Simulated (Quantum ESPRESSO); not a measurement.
# Planted mistakes on one cell of Mg3O2F2

Calculated results; nothing here was measured. They come from pw.x of Quantum ESPRESSO 7.5, a plane-wave density functional program, with PseudoDojo standard norm-conserving files (v0.5 for PBE, v0.4.1 for LDA and PBEsol). The cells are made up: elements, strain and atom displacements were drawn at random, and nothing was relaxed. There is no spin polarisation, spin-orbit coupling or dispersion term.

The cell has 8 sites of a rocksalt lattice. Sites 1 to 4 hold Mg empty Mg Mg; sites 5 to 8 hold O O F F. Cell vectors in Å: (4.080, 0.000, 0.000); (0.000, 4.080, 0.000); (0.000, 0.000, 4.080). Settings: PBE, cutoff 1143 eV, 4 x 4 x 4 k mesh shifted by half a step, Fermi-Dirac smearing of 0.025 eV.

The intended run has a self-consistency threshold of 1e-07 eV, a smearing term of 0.000 eV, a pressure of 10.96 GPa and 10 iterations. Each further run changes one thing: atoms of sites 6 and 8 exchanged; cutoff 749 eV; files of LDA; one electron removed; smearing 0.82 eV. A coarse mesh keeps the shift, and a charged cell sits in a uniform background.

```
run  change of free energy (eV)  smearing term -TS (eV)  change of P (GPa)  largest change of a force component (eV/Å)  iterations
  A                      -0.020                   0.000              -0.06                                       0.313          10
  B                      -0.111                  -0.502               1.46                                       0.018           9
  C                      -6.664                  -0.027             -26.28                                       0.257          13
  D                       5.915                   0.000             -93.93                                       0.128           9
  E                      14.328                   0.000             -10.35                                       0.093          10
```

A rerun of the intended cell at 1437 eV and k mesh 6 x 6 x 6 moved values by no more than 0.003 eV in the cell's energy, 0.05 GPa in stress and 0.012 eV/Å in force.

Question: which change belongs to which run?

## Worked reading

Run B has the largest smearing term, as wide smearing gives. Run D has a higher energy and the largest fall in pressure, as too small a basis gives. Energies from files of another functional, or of a charged cell, have another zero and say nothing on stability; the pressure of a charged cell rests on the program's zero of potential too.

## Key

| run | change |
| --- | --- |
| A | atoms of sites 6 and 8 exchanged |
| B | smearing 0.82 eV |
| C | one electron removed |
| D | cutoff 749 eV |
| E | files of LDA |